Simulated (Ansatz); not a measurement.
InIr3N (anti-perovskite, Pm-3m) at seven volumes, PBE (plane waves, PAW; program Ansatz), scaled uniformly. One row is withheld.

```csv
V (Å³/atom),P (GPa)
13.109,?
13.541,17.11
13.973,7.79
14.405,0.00
14.837,-6.50
15.270,-11.93
15.702,-16.44
```

Q: Fit the shown pressures and predict the withheld one.

A: Third-order Birch–Murnaghan: P = (3/2)B₀(x^(7/2) − x^(5/2))[1 + (3/4)(B′ − 4)(x − 1)] with x = (V₀/V)^(2/3). Least squares on the six rows gives V₀ = 14.405 Å³/atom, B₀ = 236.8 GPa, B′ = 5.03. At V = 13.109, x = 1.0649 and P = 28.31 GPa. The run itself gave 28.26 GPa.

The start of the workflow was typed in or built on a structure type; neither database checked (COD, Materials Project) lists it. Whether it is the stable phase at ambient conditions was not checked. The cell was relaxed with PBE under the symmetry of its start; whether a distortion lowers the energy is not shown. The workflow began spin-polarised and lost its moments. The volume moved by 16 % from the start of the relaxation. Its formation energy is positive at this level, so the cell may be metastable or incomplete. Spin–orbit coupling is left out wherever it is not named.

Potentials: the later of the program's two PAW sets.
